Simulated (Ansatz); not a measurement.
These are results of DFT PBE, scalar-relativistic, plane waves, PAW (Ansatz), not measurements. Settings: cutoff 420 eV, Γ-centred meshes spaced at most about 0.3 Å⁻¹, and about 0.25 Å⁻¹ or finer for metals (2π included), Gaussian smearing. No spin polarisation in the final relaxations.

These are static total energies at zero pressure.

Compare these two cells of Zr2Ge2W, each relaxed at this level.

A.

```yaml
crystal:
  lattice:
    - [4.48424, 0.00000, 0.00000]
    - [-2.24212, 3.88346, 0.00000]
    - [0.00000, 0.00000, 5.87615]
  atoms:
    - { symbol: Zr, position: [0.33333, 0.66667, 0.25794] }
    - { symbol: Zr, position: [0.33333, 0.66667, 0.74206] }
    - { symbol: Ge, position: [0.66667, 0.33333, 0.00000] }
    - { symbol: Ge, position: [0.00000, 0.00000, 0.00000] }
    - { symbol: W, position: [0.00000, 0.00000, 0.50000] }
```

B.

```yaml
crystal:
  lattice:
    - [3.50022, 0.00000, 0.00000]
    - [-1.75011, 3.03128, 0.00000]
    - [0.00000, 0.00000, 9.34873]
  atoms:
    - { symbol: Zr, position: [0.66667, 0.33333, 0.78603] }
    - { symbol: Zr, position: [0.33333, 0.66667, 0.21397] }
    - { symbol: Ge, position: [0.33333, 0.66667, 0.57532] }
    - { symbol: Ge, position: [0.66667, 0.33333, 0.42468] }
    - { symbol: W, position: [0.00000, 0.00000, 0.00000] }
```

Question: Which would you expect to be lower, and how large is the difference?

Answer: B is lower, by 0.35 eV/atom. A has space group P-6m2 (No. 187), 20.5 Å³/atom and no gap on its mesh; B has space group P-3m1 (No. 164), 19.8 Å³/atom and no gap. Counting Ge atoms around W and Zr (those within 1.25 times the shortest such distance or 1.15 times the sum of covalent radii, 1.27 where that leaves under three; a plus sign parts nearer from farther groups; the shortest distance is added where it exceeds 1.18 times the sum of covalent radii), A has Zr 6, W 2 and B has Zr 3+1, W 6 from 4.5 Å. A and B both hold Ge–Ge nets. The denser one is the lower, and pressure would at first widen the difference. Even the lower one lies +0.07 eV/atom against the reference forms of the elements (uncorrected), so neither is stable at this level. In A, around Zr lie 1 Zr at 2.84 Å, 3 W at 2.95 Å, 6 Ge at 3.00 Å and 1 Zr at 3.03 Å; around Ge on its first site lie 3 Ge at 2.59 Å and 6 Zr at 3.00 Å; W is surrounded by 2 Ge at 2.94 Å and 6 Zr at 2.95 Å; 1 more site not described. In B, Zr has 3 Ge at 2.82 Å, 3 W at 2.84 Å, 1 Ge at 3.38 Å and 6 Zr at 3.50 Å; Ge is surrounded by 3 Ge at 2.46 Å, 3 Zr at 2.82 Å and 1 Zr at 3.38 Å; W is surrounded by 6 Zr at 2.84 Å and 6 W at 3.50 Å. Both come from invented guesses. A third cell relaxed alike, in R-3m, lies 21 meV/atom below the lower of the two.

These runs have no spin–orbit coupling, which can matter for W. Cells relaxed within their symmetry can be saddle points.
